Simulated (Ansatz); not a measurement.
## Al3V: computed property card

Al$_{3}$V:
Space group Pm-3m (No. 221); a = b = c = 3.8693 Å, α = β = γ = 90.00°

| atom | site | symmetry | x | y | z |
|---|---|---|---|---|---|
| Al | 3c | 4/mm.m | 0.0000 | 0.5000 | 0.5000 |
| V | 1a | m-3m | 0.0000 | 0.0000 | 0.0000 |

Space group Pm-3m (No. 221), Cu3Au type; conventional cell a = 3.869 Å, b = 3.869 Å, c = 3.869 Å, α = 90.00°, β = 90.00°, γ = 90.00°.

Method: PBEsol in the plane-wave PAW code Ansatz. Geometry: relaxed at this level of theory. Other levels are named where they apply.

Cell and energy:

| Quantity | Result |
|---|---|
| Volume per atom | 14.48 Å³ |
| Density | 3.78 g/cm³ |
| Formation energy from the elements (no fitted shifts) | -0.14 eV/atom |

Electronic structure:

| Quantity | Result |
|---|---|
| Electronic character | metallic (no gap) |
| Density of states at the Fermi level | 0.82 states/eV per atom (mean over ±0.08 eV) |

Mechanics:

| Quantity | Value |
|---|---|
| Bulk modulus (Birch–Murnaghan fit) | 124 GPa |
| Pressure derivative B′ | 4.0 |
| Elastic constants (relaxed ions, GPa) | C11 = 178, C12 = 96.8, C44 = 95.0 |
| Mechanical stability | stable (all eigenvalues of C positive) |
| Hill bulk and shear moduli | 124 and 67.4 GPa |
| Young's modulus | 171 GPa |
| Poisson's ratio | 0.27 |
| Debye temperature from the elastic constants | 574 K |

Phonons:

| Property | Result |
|---|---|
| Highest zone-centre frequency | 367 cm⁻¹ |
| Zone-centre stability | no imaginary mode at Γ |
| Dynamical stability on the path | stable (no imaginary branch) |
| Zero-point energy | 45.4 meV/atom |
| Vibrational entropy at 300 K | 24.4 J/(K·mol of atoms) |

The workflow started from a Materials Project entry (that database holds measured and hypothetical structures alike); the Crystallography Open Database copy checked does not list it. Its standing as an ambient phase is unchecked. Symmetry was held in the PBEsol relaxation. No spin polarisation was allowed. As this level gives no gap, shear constants depend on the k-mesh and smearing (Fermi–Dirac, 0.1 eV here). As this level gives no gap, phonon frequencies hold no LO–TO term and depend on the k-mesh and smearing (Fermi–Dirac, 0.1 eV here). The references are the lowest solids computed at this level, not always the standard phases.

Potentials: the later of the program's two PAW sets.
